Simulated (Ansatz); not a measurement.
# HfVF6: input and output

Input file of Ansatz 0.2.0:

```yaml
crystal:
  lattice:
    - [0.0, 4.080773, 4.080773]
    - [4.080773, 0.0, 4.080773]
    - [4.080773, 4.080773, 0.0]
  atoms:
    - { symbol: F, position: [0.24491, 0.24491, 0.75509] }
    - { symbol: F, position: [0.75509, 0.75509, 0.24491] }
    - { symbol: F, position: [0.75509, 0.24491, 0.24491] }
    - { symbol: F, position: [0.24491, 0.75509, 0.75509] }
    - { symbol: F, position: [0.24491, 0.75509, 0.24491] }
    - { symbol: F, position: [0.75509, 0.24491, 0.75509] }
    - { symbol: V, position: [0.5, 0.5, 0.5] }
    - { symbol: Hf, position: [0.0, 0.0, 0.0] }
  symmetry: { tolerance: 0.0003 }
kpoints:
  mp_grid: { grid: [7, 7, 7], shift: [0, 0, 0] }
  band_path:
    path:
      - [0.0, 0.0, 0.0]
      - [0.5, 0.0, 0.5]
      - [0.625, 0.25, 0.625]
      - [0.375, 0.375, 0.75]
      - [0.0, 0.0, 0.0]
      - [0.5, 0.5, 0.5]
      - [0.5, 0.25, 0.75]
      - [0.5, 0.0, 0.5]
    npoints: 8
magnetization:
  spin_polarized: false
scf:
  occupations: { method: methfessel_paxton, width: 0.1079 }
  lower_state_search: "off"
  max_iter: 200
hamiltonian:
  pseudopotentials: { kind: paw }
  xc: r2scan
basis:
  ecutwfc: 500
  fft_grid_basis: typed
output:
  forces: true
  stress: true
  eigenvalues: true
  bader: true
  populations: true
  elf: true
  write_potential: true
  volumetric_format: npy
  dos:
    e_range: [-12, 8]
    de: 0.05
    projected: { site_lists: { F: [F], Hf: [Hf], V: [V] } }
checkpoint:
  read: saved_state
```

The saved state is an earlier solution for the same cell, perhaps on another mesh. 

Parts of the output:

```
SCF iter   1: F=—  Δρ=1.55e-3  dr2=1.87e-3  dr2_τ=2.02e-3
SCF iter   2: F=—  S|Δr|=    0.00e0  Δρ=8.73e-4  dr2=9.29e-4  dr2_τ=4.52e-5
SCF iter   3: F=—  S|Δr|=    0.00e0  Δρ=5.39e-4  dr2=6.02e-4  dr2_τ=8.80e-6
SCF iter   4: F=—  S|Δr|=    0.00e0  Δρ=4.66e-4  dr2=4.69e-4  dr2_τ=6.93e-6
SCF iter   5: F=—  S|Δr|=    0.00e0  Δρ=3.54e-4  dr2=2.58e-4  dr2_τ=5.29e-6
SCF iter   6: F=—  S|Δr|=    0.00e0  Δρ=1.07e-4  dr2=2.83e-5  dr2_τ=8.05e-7
SCF iter   7: F=—  S|Δr|=    0.00e0  Δρ=1.51e-5  dr2=3.55e-7  dr2_τ=1.15e-7
SCF iter   8: F=-23517.8598 eV  S|Δr|=    0.00e0  Δρ=3.54e-6  dr2=9.83e-9  dr2_τ=2.68e-9
Free energy (F): -23517.8598 eV
Harris-Foulkes:  -23517.8598 eV  (|F-HF|=2.98e-9)
Internal energy: -23517.8322 eV  (E = F + TS)
E sigma→0 (E₀):  -23517.8529 eV
Entropy (-TS):   -0.0276 eV (-3.446 meV/atom)
Fermi energy:    6.9106 eV
--- Per-component energies (eV) ---
  E_band       = -1000.3835
  E_kinetic    = 1997.1586
  E_local      = -14421.2064  (includes V_loc(G=0)·N_el)
  E_nonlocal   = -849.1357
  E_hartree    = 6280.6293
  E_xc         = -879.2911
  E_vxc        = -1165.9748  (∫ρ·V_xc dr)
  E_paw        = -9293.6715  (= ΣΔE_a)
  E_vpaw       = 799.6143  (= ΣTr[D̂ρ^β])
  E_aug_tail   = 0.0063  (compensation charges beyond the density's cutoff)
  E_vtau       = 77.8954  (kinetic-family band-sum trace: ∫τ·v_τ [+ j·A + Jᵃ·Aᵃ] dr)
  E_ewald      = -6352.1890
  E_core_change = -0.1326  (= ΣΔE_core)
  E_smearing   = -0.0276  (= −TS)
--- Stress (GPa, compression-positive) ---
       -2.0512       0.0000       0.0000
        0.0000      -2.0512       0.0000
        0.0000       0.0000      -2.0512
  P = ⅓ Tr σ = -2.0512 GPa (-20.512 kbar)
--- Löwdin populations: 8 sites ---
  site symbol       q [e]
     0      F      7.4843
     1      F      7.4843
     2      F      7.4843
     3      F      7.4843
     4      F      7.4843
     5      F      7.4843
     6      V     11.7261
     7     Hf     24.1878
  spilling = 0.0022 (of n_electrons = 81.0000)
--- Bader charges: 8 sites ---
  site symbol  charge [e]  shift [e]
     0      F     -0.7661     0.0008
     1      F     -0.7661     0.0008
     2      F     -0.7661     0.0008
     3      F     -0.7661     0.0008
     4      F     -0.7661     0.0008
     5      F     -0.7661     0.0008
     6      V      1.7386     0.0021
     7     Hf      2.8582     0.0070
```

Absolute energies hang on the potentials; compare differences alone.

Origin: a database entry at a rescaled volume. Caveats: no spin polarisation, so a magnetic state may lie lower.
